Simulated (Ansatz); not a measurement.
Cu Kα1 powder pattern (kinematic, no thermal factors).
| 2θ (°) | relative intensity |
| --- | --- |
| 17.91 | 100 |
| 25.44 | 5 |
| 31.29 | 73 |
| 36.28 | 81 |
| 40.75 | 46 |
| 44.84 | 2 |
| 52.25 | 55 |
| 55.69 | 22 |
| 58.99 | 1 |
| 62.18 | 31 |
| 65.28 | 19 |
| 68.30 | 9 |
| 71.26 | 1 |
| 77.04 | 9 |
| 79.87 | 12 |
| 85.47 | 13 |
| 88.26 | 25 |

The pattern is computed from a structure relaxed with DFT PBE, scalar-relativistic, plane waves, PAW in Ansatz. No spin polarisation. Its elements are Se, Ti.

Question: Give the structure.

Answer: TiSe3.
Space group Pm-3m (No. 221). a = 4.948 Å, b = 4.948 Å, c = 4.948 Å, α = 90.00°, β = 90.00°, γ = 90.00°
| atom | site | symmetry | x | y | z |
| --- | --- | --- | --- | --- | --- |
| Ti | 1b | m-3m | 0.5000 | 0.5000 | 0.5000 |
| Se | 3c | 4/mm.m | 0.0000 | 0.5000 | 0.5000 |

A pattern alone doesn't exclude other cells with like lines; this is the one computed.

Another cell of TiSe3 relaxed alike, in P-62m, lies 108 meV/atom lower, so this cell isn't the stable form at this level.

The cell was found from a structure generator's guess, not taken from experiment.
